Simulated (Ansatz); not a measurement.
The relaxed structure here is a generated cell of TaN: the first start was made by placing the elements on the sites of a structure type, and the end was not matched to a known phase here, so it may be hypothetical. Known forms of TaN include space group No. 225.

A relaxed structure of TaN. Space group I4₁md (No. 109). Computed with PBE (plane waves to 420 eV, PAW, scalar-relativistic; Ansatz, a quantum-chemistry and plane-wave program).

```cif
data_N2Ta2
_chemical_formula_sum 'Ta2 N2'
_space_group_name_H-M_alt 'P 1'
_space_group_IT_number 1
_cell_length_a 5.54154
_cell_length_b 5.54154
_cell_length_c 5.54154
_cell_angle_alpha 149.505
_cell_angle_beta 149.505
_cell_angle_gamma 43.668
loop_
_space_group_symop_operation_xyz
  'x, y, z'
loop_
_atom_site_label
_atom_site_type_symbol
_atom_site_fract_x
_atom_site_fract_y
_atom_site_fract_z
_atom_site_occupancy
Ta1 Ta 0.24875 0.24875 0.00000 1
Ta2 Ta 0.99875 0.49875 0.50000 1
N1 N 0.66725 0.66725 0.00000 1
N2 N 0.41725 0.91725 0.50000 1
```

Q: Give the band gap at the level PBE.

A: 0.62 eV, indirect (valence top at 69 % of the way from M to S, conduction bottom at 50 % of the way from Γ to X) (no spin-orbit coupling).

Q: What is the computed smallest direct gap (PBE)?

A: 0.86 eV at 69 % of the way from M to S.

No spin polarisation in the result.

The run could not lose the symmetry of its start: the end is stationary, and may be a saddle point rather than a minimum.
